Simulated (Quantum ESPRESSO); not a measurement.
pw.x input (Quantum ESPRESSO 7.5; PBEsol, PseudoDojo standard norm-conserving files, scalar-relativistic):

```
&CONTROL
  calculation = 'scf'
  pseudo_dir = './pseudo'
  outdir = './out'
  tprnfor = .true.
  tstress = .true.
/
&SYSTEM
  ibrav = 0
  nat = 10
  ntyp = 4
  ecutwfc = 84.0
  ecutrho = 336.0
  occupations = 'smearing'
  smearing = 'fd'
  degauss = 0.002
  nbnd = 44
/
&ELECTRONS
  conv_thr = 1e-09
/
ATOMIC_SPECIES
F 18.9984 F.upf
Cl 35.4500 Cl.upf
K 39.0983 K.upf
Br 79.9040 Br.upf
CELL_PARAMETERS angstrom
  0.000000000000   5.061950000000   5.061950000000
  5.061950000000   0.000000000000   5.061950000000
  5.061950000000   5.061950000000   0.000000000000
ATOMIC_POSITIONS crystal
F   0.500000000000   0.500000000000   0.500000000000
Cl   0.243330000000   0.756670000000   0.756670000000
Cl   0.756670000000   0.243330000000   0.243330000000
Cl   0.756670000000   0.243330000000   0.756670000000
Cl   0.243330000000   0.756670000000   0.243330000000
Cl   0.756670000000   0.756670000000   0.243330000000
Cl   0.243330000000   0.243330000000   0.756670000000
K   0.250000000000   0.250000000000   0.250000000000
K   0.750000000000   0.750000000000   0.750000000000
Br   0.000000000000   0.000000000000   0.000000000000
K_POINTS automatic
6 6 6 0 0 0
```

End of the output:

```
     total energy              =    -397.24609606 Ry
     estimated scf accuracy    <       0.00000012 Ry
     total energy              =    -397.24609610 Ry
     estimated scf accuracy    <       0.00000003 Ry
     total energy              =    -397.24609610 Ry
     estimated scf accuracy    <          6.5E-09 Ry
[...]
     the Fermi energy is     2.7067 ev
!    total energy              =    -397.24609610 Ry
     estimated scf accuracy    <          5.4E-12 Ry
     smearing contrib. (-TS)   =      -0.00000000 Ry
     internal energy E=F+TS    =    -397.24609610 Ry
     The total energy is F=E-TS. E is the sum of the following terms:
     one-electron contribution =    -108.74112013 Ry
     hartree contribution      =      83.49793107 Ry
     xc contribution           =     -99.24204127 Ry
     ewald contribution        =    -272.76086577 Ry
     convergence has been achieved in  15 iterations
     Forces acting on atoms (cartesian axes, Ry/au):
     atom    1 type  1   force =     0.00000000   -0.00000000    0.00000000
     atom    2 type  2   force =     0.00410449    0.00000000    0.00000000
     atom    3 type  2   force =    -0.00410449    0.00000000    0.00000000
     atom    4 type  2   force =     0.00000000    0.00410449    0.00000000
     atom    5 type  2   force =     0.00000000   -0.00410449    0.00000000
     atom    6 type  2   force =    -0.00000000    0.00000000    0.00410449
     atom    7 type  2   force =     0.00000000    0.00000000   -0.00410449
     atom    8 type  3   force =     0.00000000    0.00000000   -0.00000000
     atom    9 type  3   force =    -0.00000000   -0.00000000    0.00000000
     atom   10 type  4   force =     0.00000000   -0.00000000   -0.00000000
     Total force =     0.010054     Total SCF correction =     0.000000
     Computing stress (Cartesian axis) and pressure
          total   stress  (Ry/bohr**3)                   (kbar)     P=      -17.06
  -0.00011596   0.00000000   0.00000000          -17.06        0.00        0.00
   0.00000000  -0.00011596   0.00000000            0.00      -17.06        0.00
   0.00000000   0.00000000  -0.00011596            0.00        0.00      -17.06
```
In a gapped system the printed Fermi energy is only some level inside the gap.

Spin-orbit coupling is not included.

Geometry of the Materials Project entry, not relaxed at this level.
